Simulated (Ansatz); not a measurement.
Relaxed GaN (zinc blende):

```
CELL_PARAMETERS angstrom
      0.00000     4.54879     4.54879
      2.27440     2.27440     4.54879
      2.27440     2.27440     0.00000
ATOMIC_POSITIONS crystal
  N  0.00000 0.75000 0.75000
  N  0.50000 0.75000 0.75000
  Ga 0.00000 0.00000 0.00000
  Ga 0.50000 0.00000 0.00000
```

A phonon eigenvector at X = (0.5, 0.5, 0.0) is frozen into this cell: atom i moves by Q times the vector below, so Q is the largest atomic displacement, in Å. The cell is held. (q is in reciprocal vectors of the primitive cell; the cell shown is doubled to hold the pattern.)

```json
[
 {"atom": "N1", "x": "0.000", "y": "0.000", "z": "1.000"},
 {"atom": "N2", "x": "0.000", "y": "0.000", "z": "-1.000"}
]
```

Atoms not listed stay in place.

Level of theory: PBE (plane waves to 420 eV, PAW, scalar-relativistic; Ansatz, an electronic-structure program). k mesh 12×12×12 (Γ-centred), Fermi-Dirac smearing 0.05 eV. Energies are smeared free energies. GaN was relaxed with its symmetry unable to fall. The PAW data are Ansatz's earlier set. The zero of ΔE is the undisplaced structure.

The scan covers Q from -0.180 to 0.180 Å in 13 points.

**Question.** Is this a single well or a double well?

**Answer.** A single well with its minimum at or next to zero displacement.

**Question.** Which space group does the distorted structure have?

**Answer.** P-4m2 (No. 115), lowered from F-43m.

**Question.** What is the energy change at Q = 0.180 Å?

**Answer.** 692 meV/cell.

**Question.** What harmonic wavenumber does the curvature at Q = 0 give?

**Answer.** 648 cm⁻¹.

(For displaced atoms, the force is minus the slope of the energy, and its curvature is a force constant, which sets phonon frequencies.)
